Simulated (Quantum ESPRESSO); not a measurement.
# Quadrupole interaction in BaTiO3

```yaml
crystal:
  lattice:
    - [4.00768, 0.00000, 0.00000]
    - [0.00000, 4.00768, 0.00000]
    - [0.00000, 0.00000, 4.00768]
  atoms:
    - { symbol: Ba, position: [0.50000, 0.50000, 0.50000] }
    - { symbol: Ti, position: [0.00000, 0.00000, 0.00000] }
    - { symbol: O, position: [0.50000, 0.00000, 0.00000] }
    - { symbol: O, position: [0.00000, 0.50000, 0.00000] }
    - { symbol: O, position: [0.00000, 0.00000, 0.50000] }
```
The cell comes from the Materials Project (a computed structure). It is BaTiO3 in Pm-3m. Stability against distortions was not tested. The run has no spin polarisation.

Principal values are ordered |Vxx| ≤ |Vyy| ≤ |Vzz|, η = (Vxx − Vyy)/Vzz, and C_Q = eQVzz/h is given by its size. Cores are frozen. Against all-electron runs on small test molecules, this scheme's |Vzz| missed by −2 to +6 % on O. Static lattice: thermal averaging is not included.

Quadrupole moments taken as inputs (sizes, barn, from the tables of PySCF and pymatgen): ¹³⁷Ba 0.245, ⁴⁷Ti 0.302, ¹⁷O 0.0256.

Question: What do the calculations give at each independent site (field gradients by the PAW reconstruction of the field gradient on a scalar-relativistic PBE ground state (a modified build of Quantum ESPRESSO, JTH datasets), 22.5 Ha, k-mesh 6×6×6 through Γ)?

Answer: 
| site | site symmetry | Vzz (a.u.) | η_Q | ∣C_Q∣ (MHz) |
|---|---|---|---|---|
| Ba (atom 1) | m-3m | 0 | – | 0 (¹³⁷Ba) |
| Ti (atom 2) | m-3m | 0 | – | 0 (⁴⁷Ti) |
| O (atoms 3, 4, 5) | 4/mmm | 0.259 | 0.00 | 1.56 (¹⁷O) |
